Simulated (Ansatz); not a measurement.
La2O3:
```
La2O3
1.0
    3.94040     0.00000     0.00000
   -1.97020     3.41249     0.00000
    0.00000     0.00000     6.18755
La O
2 3
Direct
  0.66667   0.33333   0.75263
  0.33333   0.66667   0.24737
  0.66667   0.33333   0.35470
  0.33333   0.66667   0.64530
  0.00000   0.00000   0.00000
```

Cartesian axes are those of the cell as given.

Question: Give the high-frequency dielectric tensor and the Born effective charge tensors of the independent atoms from DFPT, PBE in the plane-wave PAW code Ansatz.

Answer: 
ε∞:
```
4.81  0.00  0.00
0.00  4.81  0.00
0.00  0.00  4.69
```
Z* of atom 1 (La), rows: field, columns: displacement, in e:
```
4.21  0.00  0.00
0.00  4.21  0.00
0.00  0.00  3.82
```
Z* of atom 3 (O), rows: field, columns: displacement, in e:
```
-2.87   0.00   0.00
 0.00  -2.87   0.00
 0.00   0.00  -2.52
```
Z* of atom 5 (O), rows: field, columns: displacement, in e:
```
-2.69   0.00   0.00
 0.00  -2.69   0.00
 0.00   0.00  -2.60
```

Static charges for comparison (Bader): La1 +2.02, O3 -1.32, O5 -1.39 e. Born charges measure polarisation by displacement and can exceed these by far.

Space group P-3m1 (La2O3 or Ni2Al3 type). The PBE relaxation kept the symmetry of its start; phonons on a q-mesh show no instability. Scalar-relativistic: spin–orbit coupling is off unless named, which matters more the heavier the elements.

Potentials: the later of the program's two PAW sets.
